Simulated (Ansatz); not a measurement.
Sr2NbBiO6 — ⁸⁷Sr NMR of the central transition

Cell: a computed structure from the Materials Project (it need not be an observed phase).

Space group Pn-3:1 (No. 201); a = 8.5173 Å.

```
site  Wyckoff  site symmetry       x       y       z
 Sr1       2a            23.  0.5000  0.5000  0.5000
 Sr3       6d          222..  0.0000  0.0000  0.5000
  Nb       4b           .-3.  0.2500  0.2500  0.2500
  Bi       4c           .-3.  0.7500  0.7500  0.7500
   O      24h              1  0.2130  0.2969  0.4805
```

One atom of each set is listed.

Level of theory: DFT, PBE, plane waves and PAW, scalar-relativistic, 420 eV cutoff, Γ-centred 3×3×3 k-points, Fermi–Dirac smearing 0.02 eV (Ansatz 0.2.0).

⁸⁷Sr has I = 9/2 and Q = 305.0 mb (Pyykkö 2018); at 9.4 T its Larmor frequency is ν₀ = 17.4 MHz. Only the quadrupole interaction is simulated: positions count from each site's isotropic chemical shift, and shift anisotropy, dipolar and J coupling are left out, though they dominate static lines narrower than about 10 kHz.

(1) What does the ⁸⁷Sr spectrum (static powder) show for each site?

## Answers

(1) 

| site | first shell | C_Q (MHz) | η | P_Q (MHz) | δ_QIS (ppm) | breadth (kHz) |
| --- | --- | --- | --- | --- | --- | --- |
| Sr1 | 12 O at 3.00 Å | 0 | – | 0 | 0 | 0 |
| Sr3 | 4 O at 2.51 Å; also 4 O at 3.12 Å | 103 | 0.06 | 103 | -49111 | 4682 |

δ_QIS = −(ν_Q²/30ν₀²)[I(I+1) − 3/4](1 + η²/3) × 10⁶ ppm with ν_Q = 3|C_Q|/[2I(2I−1)]; it falls as 1/B₀² in ppm, and the breadth as 1/B₀ in kHz.

Sr1 sits on a cubic site, where every gradient vanishes.

With ν_Q/ν₀ up to 0.25, terms beyond second order are no longer negligible.

The largest force is 0.4 eV/Å, so the atoms aren't at the calculated equilibrium and relaxing them would move these values. Without spin–orbit coupling (the program notes it for Sr) the gradients are little affected as a rule: paired runs on crystals with a gap mostly move them by under 2 % at such atoms.

Hardware: 1 thread of Intel Xeon Platinum 8488C (Sapphire Rapids) (x86_64; 64 cores open to the job, memory cap 2.5 GiB, no GPU), a shared host with a load of 0.6 a core. Wall time 48 s, CPU time 48 s, peak memory 1.4 GiB.
